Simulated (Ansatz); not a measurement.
The elements of this relaxed trial crystal are hidden behind letters.

```
lattice vectors (Å)
   2.8408    0.0000    0.0000
  -1.4204    2.4602    0.0000
   0.0000    0.0000    7.6678
fractional positions
X 0.0000 0.0000 0.0000
X 0.6667 0.3333 0.6882
X 0.6667 0.3333 0.3118
Z 0.0000 0.0000 0.5000
```

Method: DFT PBE, scalar-relativistic, plane waves, PAW in Ansatz. Settings of the last relaxation (4-atom cell): 420 eV, 18×18×6 k points, Gaussian smearing of 0.10 eV, no spin polarisation.

| Item | Value |
| --- | --- |
| Space group | P-6m2 (No. 187) |
| Conventional cell | a = 2.841 Å, c = 7.668 Å |
| Volume per atom | 13.40 Å³ |
| Density | 2.54 g/cm³ |
| Energy over the elements | +0.22 eV/atom |
| Gap on the 18×18×6 mesh of the 4-atom cell | 0 eV (a metal) |

Energies are uncorrected and count from the elements' standard states at the same level.

Question: X is a p-block element of period 3 and Z is an s-block element of period 1. Which elements are they?

Answer: X = Al, Z = H, so the formula is Al3H. Density times volume gives a mean mass of 2.54 × 13.40/1.6605 = 20.5 u per atom, and this set has 20.5 u. Among the elements that the hints allow, noble gases aside, only these give it. Al on a site of symmetry -6m2 is surrounded by 12 Al at 2.84–2.90 Å; Al on a site of symmetry 3m is surrounded by 3 H at 2.18 Å and 10 Al at 2.84–2.90 Å; H has 6 Al at 2.18 Å.

A structure relaxed within its symmetry needn't be a true minimum. Another cell of Al3H relaxed alike, in Pmmn, lies 60 meV/atom lower, so this cell isn't the stable form at this level.
